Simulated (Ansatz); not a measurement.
Mg$_{3}$ZnO$_{4}$:
Space group Cmmm (No. 65); a = 5.9715 Å, b = 8.4528 Å, c = 2.9927 Å, α = β = γ = 90.00°

```tsv
atom	site	symmetry	x	y	z
Mg	2b	mmm	0.0000	0.5000	0.0000
Mg	4f	..2/m	0.2500	0.2500	0.5000
Zn	2a	mmm	0.0000	0.0000	0.0000
O	4i	m2m	0.0000	0.2526	0.0000
O	4h	2mm	0.2455	0.5000	0.5000
```
(The calculation used a cell of 8 atoms; values per cell refer to that cell.)

Relaxed with PBEsol. The program Ansatz at the PBEsol level (PAW) gives a gap of 3.33 eV.

### Question
What gap does HSE06 give on the same cell (Ansatz, PAW)?

### Answer
5.26 eV, 1.93 eV more. The hybrid was solved on a coarser mesh and at special points; its gap is the smallest among all of these.

| k | v1 PBEsol | c1 PBEsol | v1 HSE06 | c1 HSE06 |
|---|---|---|---|---|
| Γ | -0.03 | 3.33 | -0.05 | 5.26 |
| Y | -0.14 | 6.07 | -0.16 | 8.17 |
| T | 0.00 | 6.51 | … | … |
| Z | -0.02 | 7.55 | … | … |
| S | -0.01 | 5.51 | 0.00 | 7.54 |
| R | -0.47 | 7.31 | -0.54 | 9.60 |
| Σ0 | -0.09 | 6.10 | … | … |
| A0 | -0.11 | 6.79 | … | … |

### Question
Top valence (v1) and lowest conduction level (c1) in eV from each method's valence maximum (which need not be a listed point): supply the withheld HSE06 values.

### Answer

- Σ0, v1 HSE06: -0.09
- Σ0, c1 HSE06: 8.20
- T, v1 HSE06: -0.03
- T, c1 HSE06: 8.76
- Z, v1 HSE06: -0.05
- Z, c1 HSE06: 9.84
- A0, v1 HSE06: -0.15
- A0, c1 HSE06: 9.06

Cost on shared cores: the PBEsol run (SCF on a 6×6×9 mesh, then bands and DOS) very roughly 60 core-seconds, the HSE06 run (SCF on 4×4×5, then a few points) around 2.2 core-minutes (rough); the tasks are unlike.

The first step of the workflow began from a Materials Project structure, measured or hypothetical; the Crystallography Open Database copy checked does not list it. With Mg and Zn taken as one species the cell has the higher symmetry Fm-3m, so it may be an ordered model of a mixed-site phase. Whether it is the stable phase at ambient conditions was not checked. The cell was relaxed with PBEsol under the symmetry of its start; of distortions, only those at the zone centre were tested.

Potentials: the later of the program's two PAW sets.
